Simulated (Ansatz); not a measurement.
ZnO:
Space group P6₃mc (No. 186); a = b = 3.235 Å, c = 5.212 Å, α = β = 90.00°, γ = 120.00°

```csv
atom,site,symmetry,x,y,z
Zn,2b,3m.,0.6667,0.3333,0.0024
O,2b,3m.,0.3333,0.6667,0.1228
```

Relaxed with r²SCAN.

Problem. Give the optical modes at the zone centre with their infrared activity from DFPT, r²SCAN (plane waves, PAW; program Ansatz).

Solution. Transverse frequencies, without the LO–TO term; a row sums one degenerate level.

| ω (cm⁻¹) | degeneracy | IR ((D/Å)²/amu) | activity | symmetry |
|---|---|---|---|---|
| 92 | 2 | 0.00 | IR-inactive | E2 |
| 259 | 1 | 0.00 | IR-inactive | B1 |
| 376 | 1 | 16.43 | IR | A1 |
| 398 | 2 | 31.35 | IR | E1 |
| 430 | 2 | 0.00 | IR-inactive | E2 |
| 544 | 1 | 0.00 | IR-inactive | B1 |

Problem. How high does the top mode go among those that the LO–TO term moves?

Solution. 566 cm⁻¹ for q along x, 566 cm⁻¹ for q along y, 556 cm⁻¹ for q along z.

Space group P6_3mc (wurtzite). The r²SCAN relaxation kept the symmetry of its start; phonons on a q-mesh show no instability.

Potentials: the later of the program's two PAW sets.
